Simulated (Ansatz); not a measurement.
# PbS, first-principles data

PbS:
```
PbS
1.0
    5.09787     0.00000     0.00000
    0.00000     5.09787     0.00000
    0.00000     0.00000     4.12752
Pb S
2 2
Direct
  0.50000   0.00000   0.30407
  0.00000   0.50000   0.69593
  0.00000   0.00000   0.00000
  0.50000   0.50000   0.00000
```

Space group P4/nmm (No. 129); conventional cell a = b = 5.098 Å, c = 4.128 Å, α = β = γ = 90.00°.

Method: r²SCAN+D4 in the plane-wave PAW code Ansatz. The cell and atoms are relaxed at this level. Other levels are named where they apply.

**Cell and energy**

Volume per atom: 26.82 Å³
Density: 7.41 g/cm³
Formation energy from the elements (no fitted shifts): -0.54 eV/atom

**Electronic structure**

- Band gap: 1.01 eV (indirect)
- Valence-band maximum: off the standard path, at k = (0.000, 0.294, 0.260) in fractions of the reciprocal vectors
- Conduction-band minimum: off the standard path, at k = (0.133, 0.133, 0.393) in fractions of the reciprocal vectors
- Smallest direct gap on the standard path: 1.28 eV
- Electron effective mass: 0.24, 0.28, 0.44 mₑ (principal values)
- Electron effective mass with spin–orbit coupling: 0.21, 0.29, 26 mₑ (principal values)
- Hole effective mass: 0.31, 0.95, 1.4 mₑ (principal values)
- Hole effective mass with spin–orbit coupling: 0.30, 0.97, 1.4 mₑ (principal values)
- HSE06 gap on the r²SCAN+D4 cell: 1.27 eV
- Gap with spin–orbit coupling: 0.65 eV

**Charges**

- Bader charges: Pb +1.02, S -1.02 e

A made-up cell: these elements were put on the sites of a structure type; neither database checked (COD, Materials Project) lists it. It is not the phase usual at ambient conditions (space group No. 225). Symmetry was held in the r²SCAN+D4 relaxation; whether a distortion lowers the energy is not shown. The references are the lowest solids computed at this level, not always the standard phases. Spin–orbit coupling is left out wherever it is not named.

Potentials: the later of the program's two PAW sets.
